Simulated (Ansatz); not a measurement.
BaTiO₃ (cubic perovskite, Pm-3m) at seven volumes, DFT-LDA in the program Ansatz with PAW potentials, scaled uniformly. One row is withheld.

| V (Å³/atom) | P (GPa) |
|---|---|
| 11.091 | 22.72 |
| 11.456 | 13.87 |
| 11.822 | 6.36 |
| 12.187 | -0.01 |
| 12.553 | -5.41 |
| 12.919 | ? |
| 13.284 | -13.89 |

**Question.** Fit the shown pressures and predict the withheld one.

**Answer.** Third-order Birch–Murnaghan: P = (3/2)B₀(x^(7/2) − x^(5/2))[1 + (3/4)(B′ − 4)(x − 1)] with x = (V₀/V)^(2/3). Least squares on the six rows gives V₀ = 12.187 Å³/atom, B₀ = 195.3 GPa, B′ = 4.47. At V = 12.919, x = 0.9619 and P = -10.00 GPa. The run itself gave -10.00 GPa.

This is a known high-temperature phase of the composition, computed here at zero pressure and temperature. The cell was relaxed with LDA under the symmetry of its start. At this level the phase is dynamically unstable (imaginary phonons). The run is not spin-polarised. Scalar-relativistic: spin–orbit coupling is off unless named, which matters more the heavier the elements.

Potentials: the earlier of the program's two PAW sets. The files were generated under PBE; for other functionals the program regenerates the frozen cores, and for LDA and PBEsol the local potential too.
